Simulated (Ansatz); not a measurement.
The relaxed structure here is a generated cell of ZrO2: the first start was made by placing the elements on the sites of a structure type, and the end was not matched to a known phase here, so it may be hypothetical. Known forms of ZrO2 include space group No. 14, 137, 225.

The end point of a relaxation of ZrO₂. Space group F-43m (No. 216). All values below come from PBE (plane waves to 420 eV, PAW, scalar-relativistic; Ansatz, an electronic-structure program).

```cif
data_O8Zr4
_chemical_formula_sum 'O8 Zr4'
_space_group_name_H-M_alt 'F-43m'
_space_group_IT_number 216
_space_group_name_Hall 'F -4 2 3'
_cell_length_a 5.06806
_cell_length_b 5.06806
_cell_length_c 5.06806
_cell_angle_alpha 90.000
_cell_angle_beta 90.000
_cell_angle_gamma 90.000
loop_
_atom_site_label
_atom_site_type_symbol
_atom_site_symmetry_multiplicity
_atom_site_Wyckoff_symbol
_atom_site_fract_x
_atom_site_fract_y
_atom_site_fract_z
_atom_site_occupancy
O1 O 4 a 0.00000 0.00000 0.00000 1
Zr1 Zr 4 d 0.75000 0.75000 0.75000 1
O2 O 4 c 0.25000 0.25000 0.25000 1
```
(The calculation used a cell of 3 atoms; values per cell refer to that cell.)

```json
{
 "volume_per_atom": "10.85 Å³",
 "density": "6.29 g/cm³",
 "band_gap": "1.97 eV, indirect (valence top at W, conduction bottom at X) (no spin-orbit coupling)",
 "smallest_direct_gap": "2.11 eV at X",
 "shortest_distances": "O–O 2.19 Å; O–Zr 2.19 Å; Zr–Zr 3.58 Å",
 "k-mesh": "11×11×11"
}
```

Band energies at high-symmetry points (eV from the VBM; labels of this space group; no spin-orbit coupling), from −5 eV up to 3.1 eV:

```
point                                       energies
-----  ---------------------------------------------
Γ      -4.82 -4.82 -4.82 -1.77 -1.77 -1.77 2.44 2.44
X           -4.61 -4.61 -3.18 -2.92 -0.13 -0.13 1.97
U                 -4.89 -2.96 -2.29 -0.77 -0.34 2.58
K                 -4.89 -2.96 -2.29 -0.77 -0.34 2.58
L                       -4.92 -1.15 -1.15 -0.32 2.93
W                       -4.69 -2.78 -1.86 -1.74 0.00
```

No spin polarisation in the result.

The run could not lose the symmetry of its start: the end is stationary, and may be a saddle point rather than a minimum.

All atoms sit on sites fixed by symmetry, so only the cell could relax.

It was reached from a disturbed copy of a Fm-3m (No. 225) cell (fluorite type), against which it lies +1.120 eV/atom.
